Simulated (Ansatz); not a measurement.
Input and command of a plane-wave DFT calculation in Ansatz:

```yaml
crystal:
  lattice:
    - [0.0, 2.4478204267, 2.4478204267]
    - [2.4478204267, 0.0, 2.4478204267]
    - [2.4478204267, 2.4478204267, 0.0]
  atoms:
    - { symbol: Mo, position: [0.0, 0.0, 0.0], spin: 3.5 }
    - { symbol: S, position: [0.5, 0.5, 0.5] }
basis:
  ecutwfc: 420
kpoints:
  mp_grid: { grid: [14, 14, 14] }
hamiltonian:
  xc: pbesol
  hubbard: { sites: [{ species: Mo, l: d, u_eff: 2.0 }] }
scf:
  occupations: { method: gaussian, width: 0.05 }
output:
  forces: true
  stress: true
  eigenvalues: true
  populations: true
magnetization:
  spin_polarized: true
```

```bash
ansatz run input.yaml --threads 1 --pin off --max-ram 2560MiB --backend cpu --events-out ev --progress --plain --runs-dir out
```

Processor: Intel(R) Xeon(R) Processor @ 2.70GHz, 1 thread, on a host shared with other jobs.

How long does it run, and how much memory does it take?

About 71 s on 1 thread of Intel(R) Xeon(R) Processor @ 2.70GHz (shared host), peak memory 0.94 GiB. It solves 16 bands at 104 k points (the mesh reduced by symmetry) with about 537 plane waves, in 21 SCF iterations.
